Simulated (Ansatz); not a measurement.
One crystal and one scan (frozen-phonon scan) at two levels, PBE (plane waves to 420 eV, PAW, scalar-relativistic; Ansatz, a program for electronic structure) and r2SCAN (plane waves to 500 eV, PAW, scalar-relativistic; Ansatz), each from its own relaxed cell and on its own mesh. The cell shown is that of PBE.

Li (bcc, W type)

```xyz
2
Lattice="-3.4352 3.4352 3.4352 1.7176 -1.7176 1.7176 1.7176 1.7176 -1.7176" Properties=species:S:1:pos:R:3 pbc="T T T"
Li     0.0000     0.0000     0.0000
Li    -1.7176     1.7176     1.7176
```

A phonon eigenvector at N = (0.5, 0.0, 0.0) is frozen into this cell: atom i moves by Q times the vector below, so Q is the largest atomic displacement, in Å. The cell is held. (q is in reciprocal vectors of the primitive cell; the cell shown is doubled to hold the pattern.)

| atom | x | y | z |
|---|---|---|---|
| Li1 | 0.000 | 0.707 | -0.707 |
| Li2 | 0.000 | -0.707 | 0.707 |

Li was relaxed with its symmetry unable to fall. With partly filled bands, energies and forces of such displacements shift with the k mesh and the smearing. Percentages come from the unrounded values. Both scans cover Q from -0.280 to 0.280 Å.

```tsv
quantity	PBE	r2SCAN	PBE − r2SCAN
Lattice constant a (Å)	3.435	3.477	-0.042 (-1.2 %)
Energy at Q = 0.280 Å (meV/cell)	9.7	9.6	+0.1 (+1 %)
Harmonic wavenumber from the curvature (finite differences) (cm⁻¹ (negative: imaginary))	47	48	-1 (-2 %)
```

PBE gives the lower value for: lattice constant a. They agree on: energy at Q = 0.280 Å (within 1.5 %). Both give the same space group of the distorted cell: Cmcm (No. 63), lowered from Im-3m.

ΔE (meV/cell), each from the undisplaced structure of its own level:

| Q (Å) | PBE | r2SCAN |
|---|---|---|
| -0.280 | 9.7 | 9.6 |
| -0.233 | 5.8 | 5.8 |
| -0.187 | 3.2 | 3.2 |
| -0.140 | 1.5 | 1.5 |
| -0.093 | 0.6 | 0.6 |
| -0.047 | 0.1 | 0.1 |
| 0.000 | 0.0 | 0.0 |
| 0.047 | 0.1 | 0.1 |
| 0.093 | 0.6 | 0.6 |
| 0.140 | 1.5 | 1.5 |
| 0.187 | 3.2 | 3.2 |
| 0.233 | 5.8 | 5.8 |
| 0.280 | 9.7 | 9.6 |

(For displaced atoms, the force is minus the slope of the energy, and its curvature is a force constant, which sets phonon frequencies.)
